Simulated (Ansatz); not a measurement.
The relaxed structure here is a generated cell of ZnO: the first start was made by placing the elements on the sites of a structure type, and the end was not matched to a known phase here, so it may be hypothetical. Known forms of ZnO include space group No. 186.

A structure of ZnO relaxed with PBEsol (plane waves to 420 eV, PAW, scalar-relativistic; Ansatz, a program for electronic structure); single points at other levels follow on the same geometry (Ansatz, PAW; HSE06 at 420 eV on a 8×4×4 k-mesh; no spin-orbit coupling). Space group Pccm (No. 49).

```cif
data_O4Zn4
_chemical_formula_sum 'Zn4 O4'
_space_group_name_H-M_alt 'P 1'
_space_group_IT_number 1
_cell_length_a 3.10764
_cell_length_b 5.30269
_cell_length_c 5.86657
_cell_angle_alpha 90.000
_cell_angle_beta 90.000
_cell_angle_gamma 90.000
loop_
_space_group_symop_operation_xyz
  'x, y, z'
loop_
_atom_site_label
_atom_site_type_symbol
_atom_site_fract_x
_atom_site_fract_y
_atom_site_fract_z
_atom_site_occupancy
Zn1 Zn 0.50000 0.00000 0.00000 1
Zn2 Zn 0.50000 0.00000 0.50000 1
Zn3 Zn 0.00000 0.50000 0.25000 1
Zn4 Zn 0.00000 0.50000 0.75000 1
O1 O 0.12171 0.26086 0.00000 1
O2 O 0.87829 0.26086 0.50000 1
O3 O 0.87829 0.73914 0.00000 1
O4 O 0.12171 0.73914 0.50000 1
```

| level | gap (eV) | kind | conduction minimum |
|---|---|---|---|
| PBEsol | 0.49 | direct | Γ |
| HSE06 | … | – | … |

Q: Complete the blanks.

A: 
- HSE06, gap (eV): 2.04
- HSE06, conduction minimum: Γ

No spin polarisation in the result.

The run could not lose the symmetry of its start, so the end can be a saddle point.

It was reached from a disturbed copy of a P4₂/mmc (No. 131) cell, against which it lies -0.03 eV/atom.
